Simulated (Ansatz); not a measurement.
Re (hcp, Mg type)

```
Re
1.0
    2.75770     0.00000     0.00000
   -1.37885     2.38824     0.00000
    0.00000     0.00000     4.46255
Re
2
Direct
  0.33333   0.66667   0.75000
  0.66667   0.33333   0.25000
```

The slice is a (1 -1 0 0) plane (indices of the conventional cell) through the point (0.333, 0.667, 0.750) (fractional), spanned by u = [110] and v = [001] in vectors of this cell: u (2.76 Å) and v (4.46 Å, at 90° to u). It covers one period; positions are fractions (u, v).

Method: r2SCAN (plane waves to 500 eV, PAW, scalar-relativistic; Ansatz, a quantum-chemistry and plane-wave program). k mesh 19×19×11. These are valence fields of a PAW run, semicore shells included where kept as valence: close to a nucleus they are smooth pseudo fields. Re is run without spin polarisation. Re was relaxed with its symmetry unable to fall. Spin-orbit coupling is left out, though Re is heavy. The PAW data are Ansatz's earlier set.

Task: What is the valence density on the shortest Re–Re line in this plane (2.76 Å), at its midpoint?

Result: 0.42 e/Å³.

Task: What is the ELF at the midpoint of the shortest Re–Re line in this plane (2.76 Å)?

Result: 0.4.

Task: Predict the map of the valence electron density on the slice.

Result: 
```
|@@@%*-.  .-*%@@|
|@@%#+:.  .:+#%@|
|%%#+-.    .-+#%|
|**+-:.    .:-+*|
|--:..      ..:-|
|...          ..|
|               |
|     ......    |
|    ..::::..   |
|   ..:-==-:..  |
|   .:-=++=-:.  |
|   .:-=++=-:.  |
|   .:-=++=-:.  |
|   ..:-==-:..  |
|    ..::::..   |
|     ......    |
|               |
|...          ..|
|--:..      ..:-|
|**+-:.    .:-+*|
|%%#+-.    .-+#%|
|@@%#+:.  .:+#%@|
|@@@%*-.  .-*%@@|
|@@@%*-....-*%@@|
```
Scale: ten equal steps from -0.50 (start of ' ') to 0.85 (end of '@'), in the order ' .:-=+*#%@'. Values: log₁₀ of the valence density in e/Å³. The map has 15 points along u (one character each, u = 0 at the left) and 24 along v (v = 0 in the bottom row). The scale is logarithmic, as a density can span decades between atoms and voids.
